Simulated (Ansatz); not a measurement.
This cell of MgSe (rock salt) is off equilibrium:

```yaml
crystal:
  lattice:
    - [0.00000, 2.66293, 2.66293]
    - [2.66293, 0.00000, 2.66293]
    - [2.66293, 2.66293, 0.00000]
  atoms:
    - { symbol: Se, position: [0.00000, 0.00000, 0.00000] }
    - { symbol: Mg, position: [0.50000, 0.50000, 0.50000] }
```

These are PBEsol (plane waves to 420 eV, PAW, scalar-relativistic; Ansatz, a program for electronic structure) values and carry that method's errors. k mesh 10×10×10 (Γ-centred), Fermi-Dirac smearing 0.05 eV. The energy includes the smearing's −TS. Stress and pressure are positive under compression. MgSe was relaxed with its symmetry unable to fall.

Problem. What is the stress tensor (GPa)?

Solution. 
```
   5.14     0.00     0.00
   0.00     5.14     0.00
   0.00     0.00     5.14
```
The pressure, a third of the trace, is 5.14 GPa.

Problem. It is the relaxed cell scaled evenly to V/V₀ = 0.933, atoms relaxed where free. What is its energy relative to the relaxed cell?

Solution. 20.4 meV/atom.

(Under strain, the slope of the energy per volume gives the stress and its curvature an elastic modulus.)
